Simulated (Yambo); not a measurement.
Yambo run on LuBrO (space group P4/nmm, No. 129). The wavefunctions are PBEsol (pw.x of Quantum ESPRESSO, ONCV potentials, no spin-orbit coupling) ones on a 4×4×1 mesh (38 occupied bands); a = b = 3.7540 Å, c = 8.2860 Å, α = β = γ = 90.00°.

Yambo input:

```
rim_cut
gw0
dyson
el_el_corr
HF_and_locXC
ppa
em1d
RandQpts= 1000000
RandGvec= 1 Ry
EXXRLvcs= 100 Ry
VXCRLvcs= 400 Ry
Chimod= "HARTREE"
% BndsRnXp
 3 | 191 |
%
NGsBlkXp= 7 Ry
% LongDrXp
 1.0 | 1.0 | 1.0 |
%
PPAPntXp= 27.2114 eV
% GbndRnge
 1 | 129 |
%
GTermKind= "BG"
DysSolver= "n"
ExtendOut
% QPkrange
 1 | 1 | 38 | 39 |
%
```

k points by index: 1 = Γ.

Table of the .qp output:

```
#    K-point    Band    Eo [eV]    E [eV]    E-Eo [eV]    Vxc [eV]    Vnlxc [eV]    Sc|Eo [eV]    Sc|E [eV]    dSc/dw|Eo [eV]    Re(Z)    Im(Z)
#
    1    38    0.000000    -0.917977    -0.917977    -15.25964    -19.04394    2.657459    2.866329    -6.190818    0.814657    -0.001169
    1    39    4.054165    4.659072    0.604906    -10.49145    -6.135300    -3.638492    -3.751248    -5.071550    0.842902    -0.974629E-3
```
(The two width columns are left out.) Convergence of these settings isn't established.

Geometry relaxed with PBE+D3(BJ).
